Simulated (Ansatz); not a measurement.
**SiPb: from a first guess to the relaxed wurtzite type**

First guess:

```
CELL_PARAMETERS angstrom
4.55586 0.00000 0.00000
-2.27793 3.94549 0.00000
0.00000 0.00000 7.42605
ATOMIC_POSITIONS crystal
Pb 0.33333 0.66667 0.00000
Pb 0.66667 0.33333 0.50000
Si 0.33333 0.66667 0.37600
Si 0.66667 0.33333 0.87600
```

Computed with Ansatz 0.2.0, DFT, PBE, PAW with Ansatz's default frozen-core files, scalar-relativistic.

Cell and atoms relax within the symmetry of the start on a 10×10×6 k mesh with 0.03 eV Fermi–Dirac smearing.

The start is built from a prototype, known or not as a phase of this compound; the cutoff is 420 eV.

Spin–orbit coupling is left out, though it moves levels of the heavy atoms by tenths of an eV or more.

**Question.** What is the pressure of the first guess?

**Answer.** -2.63 GPa.

**Question.** What does it relax to?

**Answer.** a = 4.429 Å, b = 4.429 Å, c = 7.278 Å, α = 90.00°, β = 90.00°, γ = 120.00° (conventional cell), 30.91 Å³ per atom:
```xyz
4
Lattice="4.4288 0.0000 0.0000 -2.2144 3.8355 0.0000 0.0000 0.0000 7.2784" Properties=species:S:1:pos:R:3 pbc="T T T"
Pb    0.0000    2.5570    0.0034
Pb    2.2144    1.2785    3.6426
Si    0.0000    2.5570    2.7333
Si    2.2144    1.2785    6.3725
```

**Question.** How much energy does the relaxation release?

**Answer.** 22 meV/atom.
